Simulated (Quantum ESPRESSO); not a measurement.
SiC is taken in the cubic space group F-43m (No. 216), the zinc blende structure, Pearson symbol cF8. Conventional cell: a = b = c = 4.354 Å, α = β = γ = 90.00°. C on 4a is coordinated by 4 Si at 1.885 Å (tetrahedral). Si on 4c has 4 C at 1.885 Å (tetrahedral). (Neighbours: up to the widest gap in distance over summed covalent radii, below 1.35, at either atom.)
(The calculation used a cell of 2 atoms; values per cell refer to that cell.)

The geometry is that of Materials Project entry mp-8062, symmetrised and not relaxed again.

Question: What does norm-conserving PBE (Quantum ESPRESSO, 82 Ry, no spin-orbit coupling) give for the electronic structure near the Fermi level?

Answer: The PBE gap is indirect, 1.36 eV, from Γ to X; the smallest direct gap is 4.56 eV.
